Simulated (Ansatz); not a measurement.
The guess for Sr2ZnCdC6N6 was made by a generator: cyanide-bridged rock-salt net of two metals, 2 guest cations a cell (Fm-3m, No. 225). Its size is a rough estimate.

```
Sr Zn Cd C N
1.0
     0.00000    5.17850    5.17850
     5.17850    0.00000    5.17850
     5.17850    5.17850    0.00000
Sr Zn Cd C N
2 1 1 6 6
Direct
  0.25000 0.25000 0.25000
  0.75000 0.75000 0.75000
  0.50000 0.50000 0.50000
  0.00000 0.00000 0.00000
  0.80680 0.19320 0.19320
  0.19320 0.80680 0.19320
  0.19320 0.19320 0.80680
  0.19320 0.80680 0.80680
  0.80680 0.19320 0.80680
  0.80680 0.80680 0.19320
  0.69383 0.30617 0.30617
  0.30617 0.69383 0.30617
  0.30617 0.30617 0.69383
  0.30617 0.69383 0.69383
  0.69383 0.30617 0.69383
  0.69383 0.69383 0.30617
```

These are results of DFT PBE, scalar-relativistic, plane waves, PAW (Ansatz), not measurements. Cutoff 420 eV, Gaussian smearing, Γ-centred meshes. Cell and atoms relax first on a coarse mesh and then on a finer one. In between, the cell is made exact in the group found at 0.06 Å. In metals the finer mesh still leaves noise of several meV/atom or more. The steps can't lower the symmetry of their start. No spin polarisation in the relaxation; trial moments died out in a coarse test.

A guess keeps its type if space group and coordination stay and the shape of the cell changes little (axis ratios within about 15 %, angles within 6°); the volume may change.

Question: Does this structure survive the relaxation?

Answer: It keeps its type. The symmetry stays Fm-3m (No. 225). The volume per atom grows by 34.0 %, from 17.4 to 23.3 Å³. The shortest distance stays 1.17 Å (C–N). Counting neighbours within 15 % of an atom's shortest distance, the start has C 1, Cd 6, N 1, Sr 24, Zn 6 and the end C 1, Cd 6, N 1, Sr 24, Zn 6.

The last run used a 6×6×6 mesh for its 16-atom cell and Gaussian smearing of 0.10 eV. A structure relaxed within its symmetry needn't be a true minimum.
